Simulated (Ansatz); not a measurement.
Values for one crystal, relaxed and computed with DFT-r²SCAN in the program Ansatz with PAW potentials; other levels are named.

| Item | Result |
|---|---|
| Volume per atom | 19.69 Å³ |
| Band gap | 0.59 eV (indirect) |
| HSE06 gap on the r²SCAN cell | 0.93 eV |
| Gap with spin–orbit coupling | 0.45 eV |
| Bulk modulus (Birch–Murnaghan fit) | 1190 kbar |
| Conduction-band minimum | on the Γ–R line, 92 % of the way from Γ (8 equivalent valleys) |
| Hole effective mass | 0.29, 0.39, 0.56 mₑ (principal values) |

Which of these materials gives this?
A) TePb2S, P4/mmm (Te on 1c, Pb on 1a, Pb on 1d, S on 1b)
B) BeS, rock salt
C) BiRhS, P2_13 (Bi on 4a, Rh on 4a, S on 4a)
D) ZnS, 6H polytype

C, BiRhS, P2_13 (Bi on 4a, Rh on 4a, S on 4a)

The first step of the workflow began from a Materials Project structure, measured or hypothetical; the Crystallography Open Database copy checked does not list it. Whether it is the stable phase at ambient conditions was not checked. The cell was relaxed with r²SCAN under the symmetry of its start; its stability against distortions is not shown here. The run is not spin-polarised. Spin–orbit coupling is left out wherever it is not named.

Potentials: the later of the program's two PAW sets.
